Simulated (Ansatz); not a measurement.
Two states of K2NiO4

```yaml
crystal:
  lattice:
    - [0.00000, 4.15843, 0.00000]
    - [4.15843, 0.00000, 0.00000]
    - [2.07921, 2.07921, -6.71906]
  atoms:
    - { symbol: O, position: [0.17200, 0.17200, 0.65600] }
    - { symbol: O, position: [0.82800, 0.82800, 0.34400] }
    - { symbol: K, position: [0.35240, 0.35240, 0.29520] }
    - { symbol: K, position: [0.64760, 0.64760, 0.70480] }
    - { symbol: Ni, position: [0.00000, 0.00000, 0.00000] }
    - { symbol: O, position: [0.50000, 0.00000, 0.00000] }
    - { symbol: O, position: [0.00000, 0.50000, 0.00000] }
```

Level: r2SCAN, with U_eff = 5.68 eV on Ni d (all-electron-ortho-atomic projectors); 500 eV; 5×5×5 Γ-centred mesh; gaussian occupations (width 0.0234 eV); Ansatz 0.2.0, fixed geometry.

State A: no moments (no spin polarisation). State B: O1 up, O2 up, Ni5 up, O6 up, O7 up (collinear spin).

Q: Compare the two self-consistent states.

A: State B is lower by 557.4 meV an atom at zero smearing.

| state | free energy (meV/atom) | largest moment in a small sphere (μB) | net moment (μB/cell) | gap on mesh (eV) | pressure (GPa) | largest force (eV/Å) |
| --- | --- | --- | --- | --- | --- | --- |
| A | 557.2 | 0.00 | 0.00 | metal | -12.6 | 2.84 |
| B | 0.0 | 1.80 | 6.00 | 0.75 | -2.6 | 1.75 |

Origin: a known structure type with other elements, at an estimated volume, so it need not be a known compound. Caveats: an odd or shifted mesh can miss the band edges, so this level's true gap may be smaller; atoms or cell far from equilibrium; gaps of Fe, Co and Ni magnets come out low on these datasets; the k mesh is coarse if the cell is a metal.
